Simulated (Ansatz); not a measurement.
# LaBi₂ClO₄, first-principles data

LaBi₂ClO₄:
```yaml
crystal:
  lattice:
    - [3.94291, 0.00000, 0.00000]
    - [0.00000, 3.94291, 0.00000]
    - [0.00000, 0.00000, 9.08432]
  atoms:
    - { symbol: La, position: [0.00000, 0.00000, 0.00000] }
    - { symbol: Bi, position: [0.50000, 0.50000, 0.28471] }
    - { symbol: Bi, position: [0.50000, 0.50000, 0.71529] }
    - { symbol: Cl, position: [0.00000, 0.00000, 0.50000] }
    - { symbol: O, position: [0.00000, 0.50000, 0.16714] }
    - { symbol: O, position: [0.00000, 0.50000, 0.83286] }
    - { symbol: O, position: [0.50000, 0.00000, 0.16714] }
    - { symbol: O, position: [0.50000, 0.00000, 0.83286] }
```

Space group P4/mmm (No. 123); conventional cell a = b = 3.943 Å, c = 9.084 Å, α = β = γ = 90.00°.

Method: DFT-r²SCAN+D4 in the program Ansatz with PAW potentials. Geometry: relaxed at this level of theory. Other levels are named where they apply.

Cell and energy:

| Property | Result |
|---|---|
| Volume per atom | 17.65 Å³ |
| Density | 7.72 g/cm³ |
| Formation energy from the elements (no fitted shifts) | -2.18 eV/atom |

Electronic structure:

| Item | Result |
|---|---|
| Band gap | 1.67 eV (indirect) |
| Valence-band maximum | at R |
| Conduction-band minimum | at Γ |
| Smallest direct gap on the standard path | 2.06 eV |
| Electron effective mass | 0.24, 0.24, 0.54 mₑ (principal values) |
| Electron effective mass with spin–orbit coupling | 0.27, 0.27, 0.57 mₑ (principal values) |
| Hole effective mass | 0.51, 1.8, 2.2 mₑ (principal values) |
| Hole effective mass with spin–orbit coupling | 0.52, 1.7, 2.1 mₑ (principal values) |
| HSE06 gap on the r²SCAN+D4 cell | 2.18 eV |
| Gap with spin–orbit coupling | 1.49 eV |

Mechanics:

| Quantity | Value |
|---|---|
| Bulk modulus (Birch–Murnaghan fit) | 69.3 GPa |
| Pressure derivative B′ | 6.2 |

Charges:

| Item | Result |
|---|---|
| Bader charges | La +2.18, Bi +1.89, Cl -0.78, O -1.30 e |

The first step of the workflow began from a Materials Project structure, measured or hypothetical; the Crystallography Open Database copy checked does not list it. Its standing as an ambient phase is unchecked. The r²SCAN+D4 relaxation kept the symmetry of its start; its stability against distortions is not shown here. The references are the lowest solids computed at this level, not always the standard phases (solids in place of the gases). Scalar-relativistic: spin–orbit coupling is off unless named, which matters more the heavier the elements.

Potentials: the later of the program's two PAW sets.
